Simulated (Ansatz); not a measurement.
## What a change of settings does: Zr (hcp type)

First run: DFT, PBE, PAW with Ansatz's default frozen-core files, scalar-relativistic (Ansatz 0.2.0).

Command: `ansatz run input.yaml --threads 1 --pin off --max-ram 3584MiB --backend cpu --events-out ev --progress --plain --runs-dir out` It took 14 s on 1 thread of Intel(R) Xeon(R) 6975P-C (Granite Rapids), with other jobs on the host, peak memory 0.47 GiB.

```yaml
crystal:
  lattice:
    - [3.2191838095, 0.0, 0.0]
    - [-1.6095919048, 2.7878949585, 0.0]
    - [0.0, 0.0, 5.2150777714]
  atoms:
    - { symbol: Zr, position: [0.3333333333, 0.6666666667, 0.25] }
    - { symbol: Zr, position: [0.6666666667, 0.3333333333, 0.75] }
kpoints:
  mp_grid: { grid: [16, 16, 9] }
scf:
  occupations: { method: fermi_dirac, width: 0.08 }
hamiltonian:
  xc: pbe
  pseudopotentials: { kind: paw }
output:
  forces: true
  stress: true
  write_density: true
  write_potential: true
  elf: true
  volumetric_format: npy
relax:
  f_tol: 0.005
  max_steps: 40
  cell: {}
```

The start is a guessed cell.

This run: bulk cell relaxed.

It converges in 20 SCF iterations over all geometries at a pressure of 0.00 GPa, ending at 23.39 Å³/atom, cutoff 420 eV.

The input is then changed:

```diff
   occupations: { method: fermi_dirac, width: 0.08 }
+  mixing: { algorithm: anderson, beta: 0.2 }
 hamiltonian:
   stress: true
-  write_density: true
-  write_potential: true
-  elf: true
-  volumetric_format: npy
 relax:
   cell: {}
+basis:
+  ecutwfc: "29.4 Ry"
```

Problem. Predict the outcome of the changed run.

Solution. It converges in 22 SCF iterations over all geometries at a pressure of 0.00 GPa, ending at 23.40 Å³/atom, cutoff 400 eV, free energy +0.2 meV/atom against the first run's.
